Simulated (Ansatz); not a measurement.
Ti2SnC in space group P6_3/mmc (No. 194; Ti on 4f, Sn on 2d, C on 2a) at seven volumes, r²SCAN (plane waves, PAW; program Ansatz), shape and atoms relaxed at each. One row is withheld.

| V (Å³/atom) | P (GPa) |
|---|---|
| 13.552 | 16.89 |
| 13.999 | 10.31 |
| 14.445 | 4.72 |
| 14.892 | 0.00 |
| 15.339 | -3.99 |
| 15.786 | -7.37 |
| 16.232 | ? |

Question: Fit the shown pressures and predict the withheld one.

Answer: Third-order Birch–Murnaghan: P = (3/2)B₀(x^(7/2) − x^(5/2))[1 + (3/4)(B′ − 4)(x − 1)] with x = (V₀/V)^(2/3). Least squares on the six rows gives V₀ = 14.893 Å³/atom, B₀ = 144.5 GPa, B′ = 4.54. At V = 16.232, x = 0.9442 and P = -10.24 GPa. The run itself gave -10.15 GPa.

The workflow started from a Materials Project entry (that database holds measured and hypothetical structures alike); the Crystallography Open Database copy checked does not list it. Its standing as an ambient phase is unchecked. The r²SCAN relaxation kept the symmetry of its start; whether a distortion lowers the energy is not shown. No spin polarisation was allowed. Spin–orbit coupling is left out wherever it is not named.

Potentials: the later of the program's two PAW sets.
